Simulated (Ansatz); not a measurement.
This Ansatz input for EuMn (CsCl-type structure) was spoiled on purpose:

```yaml
crystal:
  lattice:
    - [3.7595588182, 0.0, 0.0]
    - [0.0, 3.7595588182, 0.0]
    - [0.0, 0.0, 3.7595588182]
  atoms:
    - { symbol: Eu, position: [0.0, 0.0, 0.0], spin: 7.0 }
    - { symbol: Mn, position: [0.5, 0.5, 0.5], spin: -3.5 }
basis:
  ecutwfc: 420
  ecutrho_ratio: 4
kpoints:
  mp_grid: { grid: [8, 8, 8] }
hamiltonian:
  xc: pbe
  hubbard: { sites: [{ species: Eu, l: f, u_eff: 6.0 }] }
scf:
  occupations: { method: gaussian, width: 0.05 }
  NELM: 60
  max_iter: 75
output:
  forces: true
  stress: true
magnetization:
  spin_polarized: true
```

Launched as:
```sh
ansatz run input.yaml --threads 2 --pin off --max-ram 2662MiB --backend cpu --events-out ev --progress --plain --runs-dir out
```

**Question.** What is wrong with it?

**Answer.** A keyword of another program. Against the sound input: scf.NELM: 60 (the cap on iterations is only a precaution).

What the program printed:

```
Error: YAML parse error: error: line 19 column 3: unknown field `NELM`, expected one of max_iter, algorithm, n_extra_bands, self_checks, convergence, lower_state_search, omitted_lower_state_checks, lower_solution_reach, mixing, occupations, eigensolver, initial_density, exx
  --> <input>:19:3
   |
```

The input was refused before any iteration. Cost: 0.02 s on 2 threads of Arm Neoverse V2, on a shared host, peak memory 0.023 GiB. The run before the change (PBE+U (U_eff = 6 eV on Eu 4f), 420 eV, 8×8×8 mesh) gave:

| run | P (GPa) | gap on the mesh (eV) | cell moment (μB) | largest force component (eV/Å) |
| --- | --- | --- | --- | --- |
| sound | 0.0 | metal | 3.56 | 0.000 |

The two runs also differ in their start: the sound one had the moments 7.77, -4.35 μB typed, and went on from the state of an earlier run.

This is a trial structure made by placing the elements on a prototype's sites, so it needn't be the stable form.

Of that run: With a Hubbard U or exact exchange the result depends on the state in which the open shell ends, and a lower one can't be excluded. A U of this size is made for insulators; in a metal, as here, it tends to take f weight out of the bonding and to swell the cell.
